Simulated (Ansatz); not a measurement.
La5Si3:
```cif
data_La10Si6
_chemical_formula_sum 'La10 Si6'
_space_group_name_H-M_alt 'P63/mcm'
_space_group_IT_number 193
_space_group_name_Hall '-P 6c 2'
_cell_length_a 8.96314
_cell_length_b 8.96314
_cell_length_c 6.94596
_cell_angle_alpha 90.000
_cell_angle_beta 90.000
_cell_angle_gamma 120.000
loop_
_atom_site_label
_atom_site_type_symbol
_atom_site_symmetry_multiplicity
_atom_site_Wyckoff_symbol
_atom_site_fract_x
_atom_site_fract_y
_atom_site_fract_z
_atom_site_occupancy
La1 La 4 d 0.33333 0.66667 0.00000 1
La2 La 6 g 0.24776 0.24776 0.75000 1
Si1 Si 6 g 0.39269 0.39269 0.25000 1
```

Relaxed with r²SCAN.

Problem. Tabulate the valence density and the electron localisation function along the shortest La–Si contact (3.08 Å), r²SCAN (plane waves, PAW; program Ansatz).

Solution. 

| distance from La (Å) | density (e/Å³) | ELF |
|---|---|---|
| 0.31 | 1.41 | 0.13 |
| 0.46 | 1.57 | 0.49 |
| 0.62 | 1.62 | 0.75 |
| 0.77 | 1.41 | 0.83 |
| 0.92 | 1.00 | 0.81 |
| 1.08 | 0.61 | 0.65 |
| 1.23 | 0.36 | 0.36 |
| 1.39 | 0.25 | 0.21 |
| 1.54 | 0.21 | 0.25 |
| 1.70 | 0.23 | 0.44 |
| 1.85 | 0.27 | 0.65 |
| 2.00 | 0.32 | 0.76 |
| 2.16 | 0.38 | 0.77 |
| 2.31 | 0.41 | 0.70 |
| 2.47 | 0.35 | 0.53 |
| 2.62 | 0.24 | 0.34 |
| 2.77 | 0.12 | 0.31 |

The density is the valence pseudo-density with augmentation charge, so density and ELF within about 1 Å of a nucleus are not all-electron values.

Space group P6_3/mcm. The first step of the workflow began from a Materials Project structure, measured or hypothetical; the Crystallography Open Database copy checked does not list it. COD files the formula under space group No. 140. Whether it is the stable phase at ambient conditions was not checked. The cell was relaxed with r²SCAN under the symmetry of its start; its stability against distortions is not shown here. Spin–orbit coupling is left out wherever it is not named.

Potentials: the later of the program's two PAW sets.
